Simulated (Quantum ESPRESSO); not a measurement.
## Calculated data, MgAl3N3O (made-up cell)

All values are calculated (Quantum ESPRESSO 7.5). Calculation on a made-up crystal cell, not a measurement: periodic Kohn-Sham density functional theory in plane waves with PseudoDojo standard norm-conserving scalar-relativistic pseudopotentials, each functional with its own files (v0.5 for PBE, v0.4.1 for LDA and PBEsol), no spin polarisation, no spin-orbit coupling, atoms not relaxed, stress positive in tension, energies less a fixed whole-eV offset for each atom's element; levels are Kohn-Sham levels at fractions of this cell's reciprocal vectors, counted from the reference band (half the neutral cell's valence electrons, rounded up) at Gamma; error bars cover cutoff and k-mesh only, not smearing or the files; added strain carries the atoms with the cell, and shear is the tensor component; each bar is the largest change over components, and at least 0.002 eV, 0.002 eV per angstrom or 0.02 GPa; energies are for the whole cell, and the offsets were chosen from early runs and are not element reference energies.

Common to all runs: lattice type rocksalt; functional pbe; cutoff 1143 eV; fermi dirac smearing 0.025 eV; scf tolerance 1e-07 eV; electrons removed 0; k mesh 4 x 4 x 4, shifted by half a step.

(1) MgAl3N3O (made-up cell)

```cif
# cell vector a (Å): 4.1803 0.0000 0.0000
# cell vector b (Å): 0.0000 4.1803 0.0000
# cell vector c (Å): 0.0000 0.0000 4.1803
data_MgAl3N3O
_symmetry_space_group_name_H-M 'P 1'
_symmetry_Int_Tables_number 1
_cell_length_a 4.1803
_cell_length_b 4.1803
_cell_length_c 4.1803
_cell_angle_alpha 90.000
_cell_angle_beta 90.000
_cell_angle_gamma 90.000
_cell_volume 73.05
loop_
_atom_site_label
_atom_site_type_symbol
_atom_site_fract_x
_atom_site_fract_y
_atom_site_fract_z
_atom_site_occupancy
Al1 Al 0.98670 0.98285 0.02208 1
Al2 Al 0.99641 0.52834 0.52853 1
Mg1 Mg 0.50571 0.00947 0.52403 1
Al3 Al 0.50633 0.48276 0.99926 1
N1 N 0.52039 0.99940 0.99574 1
N2 N 0.47420 0.45054 0.50891 1
N3 N 0.98644 0.98483 0.48836 1
O1 O 0.00055 0.50188 0.99789 1
```

- stress xy: ?

Atoms:
```tsv
atoms element	atom site	atom energy offset (eV)
Al	1	-64
Al	2	-64
Mg	3	-1617
Al	4	-64
N	5	-283
N	6	-283
N	7	-283
O	8	-452
```

(2) MgAl3N3O (made-up cell)

```cif
# cell vector a (Å): 4.1803 0.0000 0.0000
# cell vector b (Å): 0.0000 4.1803 0.0000
# cell vector c (Å): 0.0000 0.0000 4.1803
data_MgAl3N3O
_symmetry_space_group_name_H-M 'P 1'
_symmetry_Int_Tables_number 1
_cell_length_a 4.1803
_cell_length_b 4.1803
_cell_length_c 4.1803
_cell_angle_alpha 90.000
_cell_angle_beta 90.000
_cell_angle_gamma 90.000
_cell_volume 73.05
loop_
_atom_site_label
_atom_site_type_symbol
_atom_site_fract_x
_atom_site_fract_y
_atom_site_fract_z
_atom_site_occupancy
Al1 Al 0.98670 0.98285 0.02208 1
Al2 Al 0.99641 0.52834 0.52853 1
Mg1 Mg 0.50571 0.00947 0.52403 1
Al3 Al 0.50633 0.48276 0.99926 1
N1 N 0.52039 0.99940 0.99574 1
N2 N 0.47420 0.47492 0.50891 1
N3 N 0.98644 0.98483 0.48836 1
O1 O 0.00055 0.50188 0.99789 1
```

- stress xx: ?

Atoms:
```tsv
atoms element	atom site	atom energy offset (eV)
Al	1	-64
Al	2	-64
Mg	3	-1617
Al	4	-64
N	5	-283
N	6	-283
N	7	-283
O	8	-452
```

Questions
1. Estimate the stress xy of MgAl3N3O (made-up cell) (entry 1).
2. MgAl3N3O (made-up cell) (entry 2): stress xx?
3. Give the table of levels values for MgAl3N3O (made-up cell) (entry 2).

Calculated values
1. 1.347 GPa
2. 4.918 GPa
3. 
Levels:
```tsv
level k point	next band up (eV)
Gamma	1.965
(1/2,1/2,1/2)	2.743
(0.15,0,0)	2.592
(0,0.15,0)	2.583
(0,0,0.15)	2.589
```

Further results for MgAl3N3O (made-up cell) (entry 1):

- free energy less offsets: 0.2782 eV
- smearing term minus ts: 0 eV
- scf iterations: 11
- pressure: -1.189 GPa
- stress xx: 4.842 GPa
- stress yy: -3.222 GPa
- stress zz: 1.947 GPa
- stress yz: 0.2593 GPa
- stress xz: 0.003172 GPa
- reference band: 20
- error bar energy: 0.003083 eV
- error bar stress: 0.02 GPa
- error bar force: 0.002 eV/Å
- error bar next band up: 0.002 eV
- error bars from: tighter rerun of a related cell

Forces:
```tsv
site	x (eV/Å)	y (eV/Å)	z (eV/Å)
1	0.566	0.521	-0.1213
2	0.2927	-1.316	-0.8158
3	-0.8816	-2.758	-1.51
4	-0.5109	0.04036	0.5419
5	-0.9135	-0.8371	1.236
6	0.6214	4.505	-0.1093
7	1.025	-0.0626	0.8064
8	-0.1987	-0.0921	-0.02768
```

Levels:
```tsv
level k point	next band up (eV)
Gamma	1.987
(1/2,1/2,1/2)	2.72
(0.15,0,0)	2.585
(0,0.15,0)	2.577
(0,0,0.15)	2.588
```

Further results for MgAl3N3O (made-up cell) (entry 2):

- free energy less offsets: -0.05356 eV
- smearing term minus ts: 0 eV
- scf iterations: 11
- pressure: -2.819 GPa
- stress yy: 1.248 GPa
- stress zz: 2.291 GPa
- stress yz: -0.01681 GPa
- stress xz: 0.03304 GPa
- stress xy: 0.8613 GPa
- reference band: 20
- error bar energy: 0.003083 eV
- error bar stress: 0.02 GPa
- error bar force: 0.002 eV/Å
- error bar next band up: 0.002 eV
- error bars from: tighter rerun of a related cell

Forces:
```tsv
site	x (eV/Å)	y (eV/Å)	z (eV/Å)
1	0.5674	0.5291	-0.1192
2	0.2516	-1.173	-0.815
3	-0.9864	-1.426	-1.565
4	-0.5118	0.1763	0.5463
5	-0.9167	-0.442	1.237
6	0.7799	2.108	-0.06165
7	1.021	0.326	0.8038
8	-0.2047	-0.09779	-0.02618
```
